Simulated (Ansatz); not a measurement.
## Calculated ¹¹⁹Sn Mössbauer parameters for CdSe with Sn replacing Cd

Cell: a supercell of CdSe (wurtzite type, P6_3mc) built from a COD entry (the entry's cell lengths or inner coordinates differ somewhat from later room-temperature determinations), with all atoms left at the host's positions.

Space group P3m1 (No. 156); a = 8.6000, c = 14.0400 Å, γ = 120.00°.

| site | Wyckoff | site symmetry | x | y | z |
| --- | --- | --- | --- | --- | --- |
| Sn | 1a | 3m. | 0.0000 | 0.0000 | 0.0000 |
| Cd2 | 1a | 3m. | 0.0000 | 0.0000 | 0.5000 |
| Cd3 | 3d | .m. | 0.0000 | 0.5000 | 0.0000 |
| Cd4 | 3d | .m. | 0.0000 | 0.5000 | 0.5000 |
| Cd9 | 3d | .m. | 0.1667 | 0.8333 | 0.2500 |
| Cd10 | 3d | .m. | 0.1667 | 0.8333 | 0.7500 |
| Cd15 | 1c | 3m. | 0.6667 | 0.3333 | 0.2500 |
| Cd16 | 1c | 3m. | 0.6667 | 0.3333 | 0.7500 |
| Se17 | 1a | 3m. | 0.0000 | 0.0000 | 0.1925 |
| Se18 | 1a | 3m. | 0.0000 | 0.0000 | 0.6925 |
| Se19 | 3d | .m. | 0.0000 | 0.5000 | 0.1925 |
| Se20 | 3d | .m. | 0.0000 | 0.5000 | 0.6925 |
| Se25 | 3d | .m. | 0.1667 | 0.8333 | 0.4425 |
| Se26 | 3d | .m. | 0.1667 | 0.8333 | 0.9425 |
| Se31 | 1c | 3m. | 0.6667 | 0.3333 | 0.4425 |
| Se32 | 1c | 3m. | 0.6667 | 0.3333 | 0.9425 |

One atom of each set is listed.

Method: Kohn–Sham DFT in Ansatz, PBE, plane waves and PAW, scalar-relativistic, 420 eV cutoff, Γ-centred 3×3×2 k-points, Fermi–Dirac smearing 0.01 eV.

Isomer shifts (against SnO₂) follow from the electron density at the nucleus, δ = α(ρ − ρ₀), with α = 0.099 mm s⁻¹ a₀³ and ρ₀ = 183191.44 a₀⁻³ from a line fitted to 8 measured compounds at this level of theory (rms miss 0.12 mm/s). ΔE_Q = ½eQV_zz(1 + η²/3)^½ with Q = -0.132 b for the 23.9 keV state.

**Question.** Where do the absorption lines lie?

**Answer.** Sn (1 atom a cell): δ = 3.52, |ΔE_Q| = 0.36 mm/s, a doublet at 3.34 and 3.70 mm/s.

The run isn't spin-polarised, and a state with spin may lie lower. The defect repeats with the cell of 32 atoms, so it feels its images: sites between two images don't show the values beside a lone defect, and zeros or small values of η there can come from the images' arrangement. The defect cell has no gap above 0.1 eV on its mesh, so the values can hang on the smearing and the k-mesh. Without spin–orbit coupling (the program notes it for Sn) the gradients can shift somewhat, as the gap is small. The neighbours have not yet relaxed around the defect (largest force 1.3 eV/Å), so a real crystal will differ. Shifts outside the range of the fitted compounds (-0.5 to 3.2 mm/s for Sn) are extrapolations.
